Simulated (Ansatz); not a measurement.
Cu Kα1 powder pattern (kinematic, no thermal factors).
```
2θ (°)  relative intensity
 10.51                   7
 14.71                   4
 18.03                   3
 18.19                   8
 21.10                   2
 21.80                   2
 24.25                   3
 25.70                  33
 25.94                  32
 26.40                  58
 28.43                   3
 28.54                   2
 29.67                  25
 30.52                 100
 31.46                  16
 31.66                  10
 31.89                   1
 33.95                   5
 34.13                   2
 38.60                  10
 38.77                  17
 41.74                   2
 41.97                   5
 42.94                  19
 42.97                  16
 43.24                  17
 43.89                   2
 44.34                   4
 44.44                  19
 45.51                   2
 45.80                   1
 46.40                   3
 46.62                   4
 48.40                   2
 49.52                   8
 49.93                   5
 50.16                   3
 50.56                   4
 50.69                   7
 51.01                  12
 51.27                  12
 51.82                   3
 52.02                   2
 52.05                  10
 52.18                  10
 52.83                   5
 53.34                   4
 54.35                   9
 55.46                   6
 55.58                   4
 56.92                   2
 60.88                   4
 61.41                   5
 62.58                   2
 62.81                   2
 62.98                   1
 63.53                  10
 64.23                   1
 64.58                   3
 65.50                   2
 66.20                   2
 66.37                   3
 67.10                   4
 67.33                   5
 68.06                   2
 68.24                   2
 68.51                   3
 68.84                   3
 68.91                   2
 69.23                   3
 69.56                   3
 70.73                   2
 71.04                   5
 71.11                   4
 71.38                   2
 71.44                   4
 71.88                   3
 72.85                   2
 72.99                   2
 73.18                   9
 73.80                   2
 74.94                   1
 75.02                   2
 75.66                   2
 77.91                   1
 78.01                   2
 78.51                   3
 79.14                   2
 79.95                   2
 80.16                   2
 80.31                   1
 80.44                   1
 80.70                   1
 80.79                   3
 81.00                   3
 84.58                   2
 84.84                   2
 85.39                   3
 85.58                   2
 85.70                   3
 85.89                   1
 85.93                   1
 86.48                   2
 86.72                   3
 86.93                   3
 87.47                   2
 88.10                   2
 89.62                   2
```

The pattern is computed from a structure relaxed with DFT PBE, scalar-relativistic, plane waves, PAW (Ansatz). No spin polarisation. Its elements are Pb, S, Sn.

Give the structure.

Sn$_{3}$PbS$_{4}$.
Space group Pm (No. 6). a = 6.017 Å, b = 4.074 Å, c = 8.413 Å, α = 90.00°, β = 90.55°, γ = 90.00°
```csv
atom,site,symmetry,x,y,z
Sn,1a,m,0.8034,0.0000,0.3894
Sn,1b,m,0.2960,0.5000,0.1215
Sn,1b,m,0.1966,0.5000,0.6173
Pb,1a,m,0.6904,0.0000,0.8854
S,1b,m,0.8668,0.5000,0.1750
S,1b,m,0.6315,0.5000,0.6592
S,1a,m,0.1487,0.0000,0.8256
S,1a,m,0.3666,0.0000,0.3265
```

A pattern alone doesn't exclude other cells with like lines; this is the one computed.

It was reached by relaxing an invented guess, and it needn't be the stable form of this composition. No dispersion correction is applied, so the spacing between layers, chains or molecules is poorly fixed.
